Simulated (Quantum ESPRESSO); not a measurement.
# Cheap against tight settings: TePb

```xyz
2
Lattice="0.0000 3.2709 3.2709 3.2709 0.0000 3.2709 3.2709 3.2709 0.0000" Properties=species:S:1:pos:R:3 pbc="T T T"
Te     0.0000     0.0000     0.0000
Pb     3.2709     3.2709     3.2709
```
The geometry is a computed Materials Project entry, not a measured one. It is TePb in Fm-3m. Stability against distortions was not tested.

Method: σ by PBE GIPAW (a modified build of Quantum ESPRESSO, JTH PAW datasets). The cutoff rises from row to row, with the meshes as listed. Shieldings are absolute and leave out the bulk-susceptibility term; a larger σ means a smaller chemical shift. Spin–orbit coupling is left out; its weight grows with the heaviest atom, Pb here. The datasets of Te hold no d projectors, which limits absolute σ on these atoms. The band gap at this level is small, which makes the paramagnetic part of σ large and sensitive to the functional. Static lattice: thermal averaging is not included.

```csv
setting,cutoff (Ha),k-mesh
A,8,4×4×4 through Γ
B,10,5×5×5 shifted
C,20,10×10×10 shifted
D,30,13×13×13 shifted
```

Question: From which setting on does σ_iso Te (ppm) stay within 2 of the tightest run?

Answer: From D on (only the tightest run itself). Differences from the tightest run: A -3448.7, B 394.9, C 33.8.

| setting | cutoff (Ha) | k-mesh | σ_iso Te (ppm) | f-sum rule missed by (%) |
|---|---|---|---|---|
| A | 8 | 4×4×4 through Γ | 847.0 | 3.8 |
| B | 10 | 5×5×5 shifted | 4690.7 | 0.19 |
| C | 20 | 10×10×10 shifted | 4329.5 | 0.05 |
| D | 30 | 13×13×13 shifted | 4295.8 | 0.00 |
